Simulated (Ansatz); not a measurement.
## Computed properties of PbS

PbS:
```
PbS
1.0
    2.07062    -5.91223     0.00000
    2.07062     5.91223     0.00000
    0.00000     0.00000     4.26098
Pb S
2 2
Direct
  0.87138   0.12862   0.75000
  0.12862   0.87138   0.25000
  0.64474   0.35526   0.75000
  0.35526   0.64474   0.25000
```

Space group Cmcm (No. 63); conventional cell a = 4.1412 Å, b = 11.8245 Å, c = 4.2610 Å, α = 90.00°, β = 90.00°, γ = 90.00°.

Method: r²SCAN+D4 (plane waves, PAW; program Ansatz). Geometry: relaxed at this level of theory. Other levels are named where they apply.

Cell and energy:

```yaml
volume_per_atom: 26.08 Å³
density: 7.62 g/cm³
Formation energy from the elements (no fitted shifts): -0.66 eV/atom
```

Electronic structure:

```yaml
band_gap: 1.36 eV (indirect)
valence_band_maximum: on the T–Y line, 26 % of the way from T (k = -0.500, -0.500, 0.372 in fractions of the reciprocal vectors)
conduction_band_minimum: on the Y–C0 line, 13 % of the way from Y (k = 0.471, 0.471, 0.000 in fractions of the reciprocal vectors) (2 equivalent valleys)
smallest_direct_gap_on_the_standard_path: 1.52 eV
electron_effective_mass: 0.092, 1.2, 6.5 mₑ (principal values)
Electron effective mass with spin–orbit coupling: 0.16, 0.16, 0.33 mₑ (principal values)
hole_effective_mass: 0.16, 0.17, 1.3 mₑ (principal values)
Hole effective mass with spin–orbit coupling: 0.14, 0.16, 1.2 mₑ (principal values)
HSE06 gap on the r²SCAN+D4 cell: 1.62 eV
Gap with spin–orbit coupling: 1.10 eV
```

Mechanics:

```yaml
Bulk modulus (Birch–Murnaghan fit): 28.6 GPa
Pressure derivative B′: 13.1
```

Charges:

```yaml
bader_charges: Pb +1.03, S -1.03 e
```

The first step of the workflow began from a Materials Project structure, measured or hypothetical; the Crystallography Open Database copy checked does not list it. It is not the phase usual at ambient conditions (space group No. 225). The r²SCAN+D4 relaxation kept the symmetry of its start; whether a distortion lowers the energy is not shown. The references are the lowest solids computed at this level, not always the standard phases. Spin–orbit coupling is left out wherever it is not named.

Potentials: the later of the program's two PAW sets.
